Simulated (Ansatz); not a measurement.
Relaxed MoSi$_{2}$ (MoSi2 type, space group I4/mmm):

```yaml
crystal:
  lattice:
    - [-3.21692, 3.21692, 7.87303]
    - [0.00000, 0.00000, 7.87303]
    - [0.00000, 3.21692, 0.00000]
  atoms:
    - { symbol: Mo, position: [0.00000, 0.00000, 0.00000] }
    - { symbol: Mo, position: [0.50000, 0.00000, 0.00000] }
    - { symbol: Si, position: [0.00000, 0.33511, 0.00000] }
    - { symbol: Si, position: [0.50000, 0.33511, 0.00000] }
    - { symbol: Si, position: [0.00000, 0.66489, 0.00000] }
    - { symbol: Si, position: [0.50000, 0.66489, 0.00000] }
```

A phonon eigenvector at M = (0.5, 0.5, 0.5) is frozen into this cell: atom i moves by Q times the vector below, so Q is the largest atomic displacement, in Å. The cell is held. It is one choice among 2 degenerate patterns. (q is in reciprocal vectors of the primitive cell; the cell shown is doubled to hold the pattern.)

```tsv
atom	x	y	z
Mo1	0.000	-1.000	0.000
Mo2	0.000	1.000	0.000
Si3	0.000	0.507	0.000
Si4	0.000	-0.507	0.000
Si5	0.000	0.507	0.000
Si6	0.000	-0.507	0.000
```

These are PBE (plane waves to 420 eV, PAW, scalar-relativistic; Ansatz, a first-principles code) values and carry that method's errors. k mesh 20×20×20 (Γ-centred), Fermi-Dirac smearing 0.05 eV. The energy includes the smearing's −TS. With partly filled bands, energies and forces of such displacements shift with the k mesh and the smearing. MoSi2 is run without spin polarisation. MoSi2 was relaxed with its symmetry unable to fall. The zero of ΔE is the undisplaced structure.

Task: What ΔE (eV/cell) and −dE/dQ from forces (eV/Å) does the calculation give at Q (Å) = -0.100, -0.033, -0.017, 0.017, 0.033, 0.100?

Result: 
```csv
Q (Å),ΔE (eV/cell),−dE/dQ from forces (eV/Å)
-0.100,0.132,2.643
-0.033,0.015,0.882
-0.017,0.004,0.441
0.017,0.004,-0.441
0.033,0.015,-0.882
0.100,0.132,-2.643
```

(For displaced atoms, the force is minus the slope of the energy, and its curvature is a force constant, which sets phonon frequencies.)
